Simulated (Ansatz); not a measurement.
CuI:
```
CELL_PARAMETERS angstrom
      0.00000     3.04698     3.04698
      3.04698     0.00000     3.04698
      3.04698     3.04698     0.00000
ATOMIC_POSITIONS crystal
  Cu 0.75000 0.75000 0.75000
  I  0.00000 0.00000 0.00000
```

Relaxed with HSE06.

Problem. Give the Bader charges and basin volumes of the independent atoms, DFT-HSE06 in the program Ansatz with PAW potentials.

Solution. 

```tsv
atom	Bader charge (e)	Bader volume (Å³)
Cu1	+0.38	17.1
I2	-0.38	39.5
```

Space group F-43m (zinc blende). Symmetry was held in the HSE06 relaxation. No spin polarisation was allowed. Spin–orbit coupling is left out wherever it is not named.

Potentials: the earlier of the program's two PAW sets. The files were generated under PBE; for other functionals the program regenerates the frozen cores, and for LDA and PBEsol the local potential too.
